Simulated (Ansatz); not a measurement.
Consider the following.

AlNi3:
```xyz
4
Lattice="0.0000 2.7984 2.7984 2.7984 0.0000 2.7984 2.7984 2.7984 0.0000" Properties=species:S:1:pos:R:3 pbc="T T T"
Al     2.7984     2.7984     2.7984
Ni     1.3992     1.3992     1.3992
Ni     4.1976     4.1976     4.1976
Ni     0.0000     0.0000     0.0000
```

This is the PBEsol-relaxed structure.

### Question
All from the program Ansatz at the PBEsol level (PAW), unless another level is named. Predict the highest zone-centre frequency.

### Answer
334 cm⁻¹.

### Question
What about the bulk modulus (Birch–Murnaghan fit)?

### Answer
201 GPa.

Space group Fm-3m. The first step of the workflow began from a Materials Project structure, measured or hypothetical; the Crystallography Open Database copy checked does not list it. With Al and Ni taken as one species the cell has the higher symmetry Im-3m, so it may be an ordered model of a mixed-site phase. It is not the phase usual at ambient conditions (space group No. 221). The cell was relaxed with PBEsol under the symmetry of its start. At this level the phase is mechanically unstable. The run is not spin-polarised. As this level gives no gap, phonon frequencies hold no LO–TO term and depend on the k-mesh and smearing (Fermi–Dirac, 0.1 eV here).

Potentials: the later of the program's two PAW sets.
